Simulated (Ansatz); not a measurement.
Crystals of one space group, with the same sites and like axis ratios (Cmcm), relaxed and computed with PBEsol in the plane-wave PAW code Ansatz.

| crystal | a (Å) | V (Å³/atom) | ΔH_f (eV/atom) | spin order, net moment (μB/atom) | B₀ by P(V) fit (GPa) |
|---|---|---|---|---|---|
| CoW | 2.656 | 12.79 | 0.07 | moments vanished | 305 |
| RuW | ___ | ___ | ___ | not spin-polarised | ___ |
| IrW | 2.755 | 15.01 | -0.13 | not spin-polarised | 342 |
| PtW | 2.687 | 15.22 | -0.20 | not spin-polarised | 322 |

Question: Complete the blanks.

Answer: 
- RuW, a (Å): 2.750
- RuW, V (Å³/atom): 14.68
- RuW, ΔH_f (eV/atom): 0.18
- RuW, B₀ by P(V) fit (GPa): 302

Typed or built starts, not in the databases checked: CoW, Cmcm (W on 4c, Co on 4c); RuW, Cmcm (W on 4c, Ru on 4c); IrW, Cmcm (W on 4c, Ir on 4c); PtW, Cmcm (W on 4c, Pt on 4c). Began spin-polarised and lost the moments: CoW, Cmcm (W on 4c, Co on 4c). All cells were relaxed under the symmetry of their starts (and spin orders); stability against distortions was not tested throughout. Rows with no word on spin ran without spin polarisation. Spin–orbit coupling is left out wherever it is not named.

Potentials: the later of the program's two PAW sets.

Formation energies count from the lowest solids of the elements computed at the same level, not from gases.
